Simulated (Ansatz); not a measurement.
Relaxation of a generated trial cell of TiC in the AFLOW prototype AB_cI16_199_a_a (B_a); 8 atoms in the cell, which starts as I2₁3 (No. 199), cI16; a = b = c = 5.5100 Å, α = β = γ = 90.00°. Method: PBE (plane waves to 420 eV, PAW, scalar-relativistic; Ansatz, a first-principles code). Γ-centred k-mesh 6×6×6 on the run's cell (coarser than for final values), Fermi–Dirac smearing 0.05 eV. This is the first round of the run. 

The optimiser's lines from the output (shortened; P is positive under compression):

```
relax step   1: F+E_penalty+E_count = -10995.00921767 eV  Δ(F+E_penalty+E_count) = +0.000e0 eV  max|allowed force component| = 2.458e0 eV/Å  Δτ_max = 0.0000 Å  P = -5.269 GPa  Ω = 83.644 Å³  (7 SCF iters, dr2 threshold 1.00e-7 eV, accepted)
relax step   2: F+E_penalty+E_count = -10998.53914390 eV  Δ(F+E_penalty+E_count) = -3.530e0 eV  max|allowed force component| = 1.088e0 eV/Å  Δτ_max = 0.1949 Å  P = +2.692 GPa  Ω = 78.812 Å³  (7 SCF iters, dr2 threshold 8.00e-7 eV, accepted)
relax step   3: F+E_penalty+E_count = -10999.63960308 eV  Δ(F+E_penalty+E_count) = -1.100e0 eV  max|allowed force component| = 3.035e-1 eV/Å  Δτ_max = 0.1946 Å  P = +3.142 GPa  Ω = 78.727 Å³  (6 SCF iters, dr2 threshold 8.00e-7 eV, accepted)
relax step   4: F+E_penalty+E_count = -10999.69805799 eV  Δ(F+E_penalty+E_count) = -5.845e-2 eV  max|allowed force component| = 3.888e-3 eV/Å  Δτ_max = 0.0459 Å  P = -2.052 GPa  Ω = 80.390 Å³  (6 SCF iters, dr2 threshold 8.00e-7 eV, accepted)
relax step   5: F+E_penalty+E_count = -10999.70379430 eV  Δ(F+E_penalty+E_count) = -5.736e-3 eV  max|allowed force component| = 5.706e-4 eV/Å  Δτ_max = 0.0012 Å  P = -0.074 GPa  Ω = 79.647 Å³  (6 SCF iters, dr2 threshold 8.00e-7 eV, accepted)
relax step   6: F+E_penalty+E_count = -10999.70382824 eV  Δ(F+E_penalty+E_count) = -3.394e-5 eV  max|allowed force component| = 2.174e-5 eV/Å  Δτ_max = 0.0001 Å  P = -0.000 GPa  Ω = 79.620 Å³  (6 SCF iters, dr2 threshold 1.36e-8 eV, accepted)
relax step   7: F+E_penalty+E_count = -10999.69970463 eV  Δ(F+E_penalty+E_count) = +4.124e-3 eV  max|allowed force component| = 2.215e-5 eV/Å  Δτ_max = 0.0000 Å  P = -0.013 GPa  Ω = 79.620 Å³  stress off target by 1.27e-2 GPa  SCF on the basis re-selected at this cell (its energy is not comparable with the rows above)  (6 SCF iters)
```

From the first to the last row the energy changes by -0.59 eV/atom and the volume by -4.8 %. The last row is marked as not comparable with the walk above it, whose basis was carried along; it does compare with step 1, since both stand on a basis selected at the nominal cutoff for their own cell.

Later rounds, restarted from the end of this one on a renewed k-mesh, logged 3 more steps and released under 0.01 eV/atom more. The final structure after all rounds: Pm-3m (No. 221), cP2, CsCl type; a = 2.7108 Å, b = 2.7108 Å, c = 2.7108 Å, α = 90.00°, β = 90.00°, γ = 90.00°. Between re-selections the logged energies stand on a plane-wave basis carried along with the cell. No spin polarisation in the result. A magnetic state may lie lower.

The run could not lose the symmetry of its start, so the end can be a saddle point.

The relaxed structure here is a generated cell of TiC: the first start was made by placing the elements on the sites of a structure type, and the end was not matched to a known phase here, so it may be hypothetical. Known forms of TiC include space group No. 225.
